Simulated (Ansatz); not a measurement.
Ansatz (a program for electronic structure) input:

Ansatz 0.2 input:
```yaml
crystal:
  lattice:
    - [3.5650170882, 0.0, 0.0]
    - [-1.7825085441, 3.0873953633, 0.0]
    - [0.0, 0.0, 5.8164506217]
  atoms:
    - { symbol: Zn, position: [0.0, 0.0, 0.0] }
    - { symbol: Zn, position: [0.0, 0.0, 0.5] }
    - { symbol: S, position: [0.3333333333, 0.6666666667, 0.25] }
    - { symbol: S, position: [0.6666666667, 0.3333333333, 0.75] }
kpoints:
  mp_grid: { grid: [9, 9, 5] }
hamiltonian:
  xc: pbesol
  pseudopotentials: { kind: paw }
scf:
  occupations: { method: fixed }
dielectric: {}
```

Output (shortened):

```
Pseudopotential: Zn, paw, valence charge 12
Pseudopotential: S, paw, valence charge 6
Functional definition: PBEsol
Crystal: 4 atoms, lattice volume = 64.019 Å³
Basis set: ecut = 420 eV, 1237 PW (Γ), exchange–correlation on 48×48×80 points (8 copies of the dense FFT grid, shifted against one another)
Bands: 22, of which v1, the nominal top of the filled ones, is band 18 counted from 1 (17 counted from 0)
Symmetry: 24 space group operations
k-points: 115 of 405 (irreducible under 2 space group operations, time reversal used)
SCF iter   1: F=—  HF=-8333.706555 eV  |F-HF|=—  |Δ(HF+E_count)|=         —  Δρ=5.74e-3  dr2=1.61e-2  ethr=1.77e-3  ⟨swp⟩=4.9  Hψ=10245  notcnv=0  defer=222
preconditioner: auto → Resta (q_TF=auto, 2.479 Å⁻¹)
SCF iter   2: F=—  HF=-8333.702868 eV  |F-HF|=—  |Δ(HF+E_count)|=   3.69e-3  Δρ=1.98e-3  dr2=3.29e-3  ethr=4.47e-5  ⟨swp⟩=2.0  Hψ=5525  notcnv=0  defer=229
SCF iter   3: F=—  HF=-8333.702046 eV  |F-HF|=—  |Δ(HF+E_count)|=   8.22e-4  Δρ=1.40e-3  dr2=1.15e-3  ethr=9.13e-6  ⟨swp⟩=2.0  Hψ=4571  notcnv=0  defer=229
SCF iter   4: F=—  HF=-8333.701778 eV  |F-HF|=—  |Δ(HF+E_count)|=   2.68e-4  Δρ=3.09e-4  dr2=5.34e-5  ethr=3.18e-6  ⟨swp⟩=2.0  Hψ=4696  notcnv=0  defer=229
SCF iter   5: F=—  HF=-8333.701790 eV  |F-HF|=—  |Δ(HF+E_count)|=   1.22e-5  Δρ=6.73e-5  dr2=3.72e-6  ethr=1.48e-7  ⟨swp⟩=2.0  Hψ=4455  notcnv=0
SCF iter   6: F=—  HF=-8333.701791 eV  |F-HF|=—  |Δ(HF+E_count)|=   1.08e-6  Δρ=2.71e-5  dr2=4.86e-7  ethr=1.03e-8  ⟨swp⟩=2.0  Hψ=4592  notcnv=0
SCF iter   7: F=—  HF=-8333.701791 eV  |F-HF|=—  |Δ(HF+E_count)|=   4.02e-8  Δρ=7.22e-6  dr2=3.44e-8  ethr=1.35e-9  ⟨swp⟩=2.0  Hψ=4325  notcnv=0
SCF iter   8: F=—  HF=-8333.701791 eV  |F-HF|=—  |Δ(HF+E_count)|=   1.32e-8  Δρ=1.33e-6  dr2=9.73e-10  ethr=9.55e-11  ⟨swp⟩=2.3  Hψ=3882  notcnv=0
SCF iter   9: F=-8333.701791 eV  HF=-8333.701791 eV  |F-HF|=0.00e0  |Δ(HF+E_count)|=  7.48e-10  Δρ=2.43e-7  dr2=2.71e-11  ethr=1.00e-12  ⟨swp⟩=4.1  Hψ=9383  notcnv=0
SCF 1 converged in 9 iterations: F = -8333.701791 eV  dr2 = 2.71e-11
NSCF: frozen V_eff on 115 k-points
NSCF: frozen V_eff on 34 k-points
DFPT response loops at Γ: preconditioner auto → Resta (q_TF=auto, 2.479 Å⁻¹)  ε∞=14.6 (no band partly filled) …
── the response to a field inside a basis, on 14×14×8 k-points: an SCF that follows is theirs, and a resumed run solves both again ──
Crystal: 4 atoms, lattice volume = 64.019 Å³
Bands: 19, of which v1, the nominal top of the filled ones, is band 18 counted from 1 (17 counted from 0)
k-points: 224 of 1568 (irreducible under 8 space group operations)
SCF iter   1: F=—  HF=-8333.698092 eV  |F-HF|=—  |Δ(HF+E_count)|=         —  Δρ=2.29e-4  dr2=1.18e-5  ethr=1.00e-1
preconditioner: auto → Resta (q_TF=auto, 2.479 Å⁻¹)
SCF iter   2: F=—  HF=-8333.698092 eV  |F-HF|=—  |Δ(HF+E_count)|=   3.20e-7  Δρ=2.81e-4  dr2=2.51e-5  ethr=3.27e-8
SCF iter   3: F=—  HF=-8333.698090 eV  |F-HF|=—  |Δ(HF+E_count)|=   1.59e-6  Δρ=5.81e-5  dr2=9.48e-7  ethr=3.27e-8
SCF iter   4: F=—  HF=-8333.698088 eV  |F-HF|=—  |Δ(HF+E_count)|=   2.29e-6  Δρ=1.11e-5  dr2=2.16e-8  ethr=2.63e-9
SCF iter   5: F=-8333.698088 eV  HF=-8333.698088 eV  |F-HF|=9.46e-10  |Δ(HF+E_count)|=   1.74e-7  Δρ=1.81e-6  dr2=5.55e-10  ethr=6.00e-11
SCF 1 converged in 5 iterations: F = -8333.698088 eV  dr2 = 5.55e-10
DFPT response loops at Γ: preconditioner auto → Resta (q_TF=auto, 2.479 Å⁻¹)  ε∞=12.2 (no band partly filled) …
SCF converged after 9 iterations
Free energy (F): -8333.701791 eV
Harris-Foulkes:  -8333.701791 eV  (|F-HF|=0.00e0)
Internal energy: -8333.701791 eV  (E = F + TS)
E sigma→0 (E₀):  -8333.701791 eV
Fermi energy:    8.654668 eV
--- Per-component energies (eV) ---
  E_band       = 98.363564
  E_kinetic    = 477.486911
  E_local      = -3634.732557  (includes V_loc(G=0)·N_el)
  E_nonlocal   = 1293.478642
  E_hartree    = 1526.710959
  E_xc         = -463.557513
  E_vxc        = -279.913650  (∫ρ·V_xc dr)
  E_paw        = -4755.534097  (= ΣΔE_a)
  E_vpaw       = -811.376812  (= ΣTr[D̂ρ^β])
  E_aug_tail   = -0.000732  (compensation charges beyond the density's cutoff)
  E_ewald      = -2779.272014
  E_core_change = 1.718608  (= ΣΔE_core)
  E_smearing   =  0.000000  (= −TS)
  E_closure    = 0.000000  (closes the sum)
  Σ components = -8333.701791   (vs F -8333.701791, Δ=0.00e0)
  [band-id]    e_kinetic+e_local+e_nonlocal+2·e_hartree+e_vxc+e_vpaw+e_augmentation_tail = 98.363721   (vs E_band 98.363564, Δ=1.57e-4)
--- Band table (eV; the first three rows and the last of 115) ---
  k-point 0: bands = ["-5.4687", "-3.6691", "1.2455", "1.8177", "1.8177", "1.9105", "2.2252", "2.2252", "2.2432", "2.2432", "2.4687", "2.4687", "3.3897", "7.8828", "7.8828", "8.0380", "8.5430", "8.5430", "10.3093", "12.1452", "15.1316", "15.1316"]
  k-point 1: bands = ["-5.3449", "-3.9235", "1.5382", "1.8588", "1.8588", "1.9446", "2.2079", "2.2079", "2.2424", "2.2424", "2.4333", "2.4333", "3.5168", "7.0552", "7.9646", "7.9646", "8.4984", "8.4984", "11.1172", "12.2497", "15.0926", "15.0926"]
  k-point 2: bands = ["-4.9899", "-4.4650", "1.9385", "1.9684", "1.9684", "2.0064", "2.1048", "2.1048", "2.2901", "2.2901", "2.3594", "2.3594", "4.1668", "5.4888", "8.1599", "8.1599", "8.3637", "8.3637", "12.0932", "12.4006", "15.1587", "15.1587"]
  k-point 114: bands = ["-3.8459", "-3.6096", "1.7291", "1.8743", "1.9289", "1.9775", "2.0924", "2.2538", "2.3107", "2.3235", "2.4482", "2.4844", "3.8761", "3.9504", "5.4549", "5.5432", "7.1010", "8.0544", "11.9620", "12.3064", "14.3252", "14.7147"]
--- Dielectric response (ions clamped): 3 representative field directions + reference, inside a basis on a mesh of 1568 k-points (Σ response iterations 12) ---
  ε∞ (high-frequency dielectric tensor):
       10.573985     0.000000     0.000000
        0.000000    10.573985     0.000000
        0.000000     0.000000    11.608017
  Born effective charges Z* (e; rows j = field, columns β = displacement):
    site 0:
         2.91597    0.00000    0.00000
         0.00000    2.91597    0.00000
         0.00000    0.00000    3.13481
    site 1:
         2.91597    0.00000    0.00000
         0.00000    2.91597    0.00000
         0.00000    0.00000    3.13481
    site 2:
        -2.91597    0.00000    0.00000
         0.00000   -2.91597    0.00000
         0.00000    0.00000   -3.13481
    site 3:
        -2.91597    0.00000    0.00000
         0.00000   -2.91597    0.00000
         0.00000    0.00000   -3.13481
  Z* charge neutrality: 2.982e-3 e pre-enforcement
  solved inside a basis spanned on kpoints, on 14×14×8 k-points, its susceptibility summed on 18×18×10 …
```

Cost: roughly 3 core-minutes on shared cores.

Space group P6_3/mmc (NiAs type). The start of the workflow was typed in or built on a structure type; neither database checked (COD, Materials Project) lists it. It is not the phase usual at ambient conditions (space group No. 186, 216). Symmetry was held in the PBEsol relaxation; phonons on a q-mesh show weakly imaginary modes.

Potentials: the later of the program's two PAW sets.

Ansatz is a plane-wave DFT program.
